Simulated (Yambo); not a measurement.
WO₃ (space group Pmma, No. 51), G0W0@PBEsol in Yambo with this input:

```
rim_cut
gw0
dyson
el_el_corr
HF_and_locXC
ppa
em1d
RandQpts= 1000000
RandGvec= 1 Ry
EXXRLvcs= 84 Ry
VXCRLvcs= 336 Ry
Chimod= "HARTREE"
% BndsRnXp
 3 | 177 |
%
NGsBlkXp= 7 Ry
% LongDrXp
 1.0 | 1.0 | 1.0 |
%
PPAPntXp= 27.2114 eV
% GbndRnge
 1 | 177 |
%
GTermKind= "BG"
DysSolver= "n"
ExtendOut
```

On a 2×4×4 mesh, with wavefunctions cut at 84 Ry, the gap ((0, -0.5, -0.5) → Γ) is 1.354 eV and the valence edge shifts by -0.020 eV.

Question: What happens with this change: 89 bands in W?

Answer: The gap rises by 0.117 eV, to 1.471 eV; the shift of the valence edge becomes 0.077 eV. Neither run is shown to be the converged limit.

Spin-orbit coupling is not included.

Geometry of the Materials Project entry, not relaxed at this level; primitive cell a = 7.720 Å, b = 3.860 Å, c = 3.867 Å, α = β = γ = 90.00°.

The structure is a Materials Project entry; no match was found in the copy of COD used, and its stability was not checked.

A shift is the quasiparticle energy of the state minus its PBEsol energy.
